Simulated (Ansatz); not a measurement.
AlN:
```cif
data_Al4N4
_chemical_formula_sum 'Al4 N4'
_space_group_name_H-M_alt 'P42/mnm'
_space_group_IT_number 136
_space_group_name_Hall '-P 4n 2n'
_cell_length_a 5.29389
_cell_length_b 5.29389
_cell_length_c 3.10871
_cell_angle_alpha 90.000
_cell_angle_beta 90.000
_cell_angle_gamma 90.000
loop_
_atom_site_label
_atom_site_type_symbol
_atom_site_symmetry_multiplicity
_atom_site_Wyckoff_symbol
_atom_site_fract_x
_atom_site_fract_y
_atom_site_fract_z
_atom_site_occupancy
Al1 Al 4 g 0.17714 0.17714 0.50000 1
N1 N 4 f 0.31530 0.31530 0.00000 1
```

Relaxed with PBEsol.

### Question
Give the optical modes at the zone centre with their infrared activity from DFPT, the program Ansatz at the PBEsol level (PAW).

### Answer
Transverse frequencies, without the LO–TO term; a row sums one degenerate level.

```
ω (cm⁻¹)  degeneracy  IR ((D/Å)²/amu)     activity  symmetry
--------  ----------  ---------------  -----------  --------
142                1             0.00  IR-inactive       B1g
209                2             0.00  IR-inactive        Eg
335                1             0.00  IR-inactive       B1u
397                1             0.00  IR-inactive       A1g
402                1             0.00  IR-inactive       A2g
465                2             9.51           IR        Eu
470                1             0.00  IR-inactive       B1g
574                1             0.00  IR-inactive       B2g
589                2            68.57           IR        Eu
613                1             0.00  IR-inactive       A2g
693                2            55.03           IR        Eu
698                2             0.00  IR-inactive        Eg
716                1             0.00  IR-inactive       B1u
723                1            63.15           IR       A2u
749                1             0.00  IR-inactive       A1g
804                1             0.00  IR-inactive       B2g
```

### Question
How high does the top mode go among those that the LO–TO term moves?

### Answer
879 cm⁻¹ for q along x, 879 cm⁻¹ for q along y, 937 cm⁻¹ for q along z.

Space group P4_2/mnm. The start of the workflow was typed in or built on a structure type; neither database checked (COD, Materials Project) lists it. It is not the phase usual at ambient conditions (space group No. 186, 216). The PBEsol relaxation kept the symmetry of its start; whether a distortion lowers the energy is not shown.

Potentials: the earlier of the program's two PAW sets. The files were generated under PBE; for other functionals the program regenerates the frozen cores, and for LDA and PBEsol the local potential too.
